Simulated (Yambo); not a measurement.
Yambo run on AgI (space group P6_3mc, No. 186). The wavefunctions come from this Quantum ESPRESSO step (PBEsol, PseudoDojo standard norm-conserving files, scalar-relativistic):

```
&CONTROL
  calculation = 'nscf'
  pseudo_dir = './pseudo'
  outdir = './out'
/
&SYSTEM
  ibrav = 0
  nat = 8
  ntyp = 2
  ecutwfc = 82.0
  ecutrho = 328.0
  occupations = 'fixed'
  force_symmorphic = .true.
  nbnd = 393
/
&ELECTRONS
  conv_thr = 8e-09
  diago_full_acc = .true.
  diago_thr_init = 1e-08
/
ATOMIC_SPECIES
Ag 107.8682 Ag.upf
I 126.9045 I.upf
CELL_PARAMETERS angstrom
  4.432906602028   0.000000000000   0.000000000000
 -2.216453301014   3.839009729960   0.000000000000
  0.000000000000   0.000000000000  14.586774375000
ATOMIC_POSITIONS crystal
Ag   0.000000000000   0.000000000000   0.321329589600
Ag   0.000000000000   0.000000000000   0.821329589600
Ag   0.666666666667   0.333333333333   0.428928249400
Ag   0.333333333333   0.666666666667   0.928928249400
I   0.000000000000   0.000000000000   0.018318310800
I   0.000000000000   0.000000000000   0.518318310800
I   0.666666666667   0.333333333333   0.231423850200
I   0.333333333333   0.666666666667   0.731423850200
K_POINTS automatic
3 3 1 0 0 0
```

Yambo input:

```
rim_cut
gw0
dyson
el_el_corr
HF_and_locXC
ppa
em1d
RandQpts= 1000000
RandGvec= 1 Ry
EXXRLvcs= 82 Ry
VXCRLvcs= 328 Ry
Chimod= "HARTREE"
% BndsRnXp
 17 | 392 |
%
NGsBlkXp= 7 Ry
% LongDrXp
 1.0 | 1.0 | 1.0 |
%
PPAPntXp= 27.2114 eV
% GbndRnge
 1 | 392 |
%
GTermKind= "BG"
DysSolver= "n"
ExtendOut
% QPkrange
 1 | 1 | 52 | 53 |
 3 | 3 | 52 | 53 |
%
```

k points by index: 1 = Γ, 3 = K.

Table of the .qp output:

```
#    K-point    Band    Eo [eV]    E [eV]    E-Eo [eV]    Vxc [eV]    Vnlxc [eV]    Sc|Eo [eV]    Sc|E [eV]    dSc/dw|Eo [eV]    Re(Z)    Im(Z)
#
    1    52    0.000000    -0.775495    -0.775495    -15.03352    -18.23827    2.233391    2.429258    -6.871818    0.798379    -0.001366
    1    53    1.319107    1.693296    0.374189    -9.970096    -6.024474    -3.489052    -3.571433    -5.989166    0.819604    -0.001271
    3    52    -0.754849    -1.567835    -0.812986    -17.90322    -21.96556    3.036186    3.249351    -7.133697    0.792291    -0.001427
    3    53    3.417835    3.940228    0.522393    -11.91053    -7.595373    -3.672668    -3.792759    -6.254199    0.813113    -0.001285
```
(The two width columns are left out.) Convergence of these settings isn't established.

Spin-orbit coupling is not included.

Geometry relaxed with PBE+D3(BJ).
